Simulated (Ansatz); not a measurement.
Ge (space group P4_32_12)

```
CELL_PARAMETERS angstrom
      5.87865     0.00000     0.00000
      0.00000     5.87865     0.00000
      0.00000     0.00000     6.89847
ATOMIC_POSITIONS crystal
  Ge 0.08823 0.08823 0.00000
  Ge 0.41177 0.58823 0.75000
  Ge 0.91177 0.91177 0.50000
  Ge 0.58823 0.41177 0.25000
  Ge 0.17202 0.36996 0.25632
  Ge 0.13004 0.67202 0.00632
  Ge 0.82798 0.63004 0.75632
  Ge 0.86996 0.32798 0.50632
  Ge 0.67202 0.13004 0.99368
  Ge 0.63004 0.82798 0.24368
  Ge 0.32798 0.86996 0.49368
  Ge 0.36996 0.17202 0.74368
```

The slice is a (010) plane (indices of the conventional cell) through the point (0.130, 0.672, 0.006) (fractional), spanned by u = [100] and v = [001] in vectors of this cell: u (5.88 Å) and v (6.90 Å, at 90° to u). It covers one period; positions are fractions (u, v).

All values below come from LDA (plane waves to 420 eV, PAW, scalar-relativistic; Ansatz, a first-principles code). k mesh 5×5×4. These are valence fields of a PAW run, semicore shells included where kept as valence: close to a nucleus they are smooth pseudo fields. Ge was relaxed with its symmetry unable to fall. This is one of several known forms of Ge; the measured ambient cells at hand have space group No. 227.

Problem. Sketch the electron localisation function (ELF) on this plane as a map.

Solution. 
```
|xx35874210011357753x|
|13579875333456689753|
|45799755667755568964|
|56886544589753346885|
|3576422458964xxx4664|
|1355311357963xxx3552|
|0255421357853xxx3441|
|02566545566543234430|
|02688766543444555520|
|02699997421235666420|
|13678986200013454311|
|23566664100002333211|
|23455543100001222111|
|12344432111111111101|
|01122222333332211000|
|00011123555543210000|
|00000125666655210000|
|22100136666665310012|
|55310036777666300135|
|66531025777775201366|
|55552014677763102555|
|23543101356531014553|
|xx34520011210002543x|
|xx25652000000024542x|
```
Scale: ten equal steps from 0.05 (start of '0') to 0.75 (end of '9'), in the order '0123456789'. Values: electron localisation function (ELF). The map has 20 points along u (one character each, u = 0 at the left) and 24 along v (v = 0 in the bottom row). Points within 0.5 Å of a nucleus are blanked (x), as the pseudised field means little there.
